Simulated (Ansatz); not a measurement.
Data:

MnS:
```
MnS
1.0
    3.97189     0.00000     0.00000
   -1.98594     3.43975     0.00000
    0.00000     0.00000     6.36724
Mn S
2 2
Direct
  0.33333   0.66667   0.00604
  0.66667   0.33333   0.50604
  0.33333   0.66667   0.37896
  0.66667   0.33333   0.87896
```
The run is spin-polarised.

This is the r²SCAN-relaxed structure.

Task: All from r²SCAN in the plane-wave PAW code Ansatz, unless another level is named. Estimate the magnetic order.

Result: antiferromagnetic.

Task: What about the Bader charges?

Result: Mn +1.23, S -1.23 e.

Space group P6_3mc (wurtzite). The workflow started from an entry of the Crystallography Open Database (COD), which files this formula under 3 space groups. Its standing as an ambient phase is unchecked. Symmetry was held in the r²SCAN relaxation, as lowered by the spin order; whether a distortion lowers the energy is not shown. Magnetic state: antiferromagnetic, chosen from 2 collinear starts compared on coarse meshes (ties went to the first, and starts can fall back to one state), not a proven ground state. Other orbital occupations within this spin state were not tried. No Hubbard U is applied.

Potentials: the later of the program's two PAW sets.
